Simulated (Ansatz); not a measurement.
The relaxed structure here is a generated cell of P: the first start was made by placing the elements on the sites of a structure type, and the end was not matched to a known phase here, so it may be hypothetical. Known forms of P include space group No. 64.

A relaxed cell of P (I4/mmm (No. 139)), relaxed on a k-mesh at least as fine as the one used below. These are r2SCAN (plane waves to 500 eV, PAW, scalar-relativistic; Ansatz, a program for electronic structure) values and carry that method's errors. Γ-centred k-mesh 13×13×13 on the run's cell (coarser than for final values), Fermi–Dirac smearing 0.05 eV.

```
P
1.0
   -1.74064     1.74064     2.47387
    1.74064    -1.74064     2.47387
    1.74064     1.74064    -2.47387
P
2
Direct
  0.72762   0.72762   0.00000
  0.27238   0.27238   0.00000
```

The atoms are displaced along an unstable phonon of this cell by (Å):

```
atom     ux      uy     uz
----  -----  ------  -----
P1    0.000  -0.150  0.000
P2    0.000   0.150  0.000
```

### Question
What forces (eV/Å) and pressure result?

### Answer
```tsv
atom	Fx	Fy	Fz
P1	0.00	0.54	0.40
P2	0.00	-0.54	-0.40
```

Pressure +5.1 GPa.

The undisplaced cell is probably no minimum: from this displacement the run went on to R-3m (No. 166), 0.05 eV/atom below it.

No spin polarisation in the result.
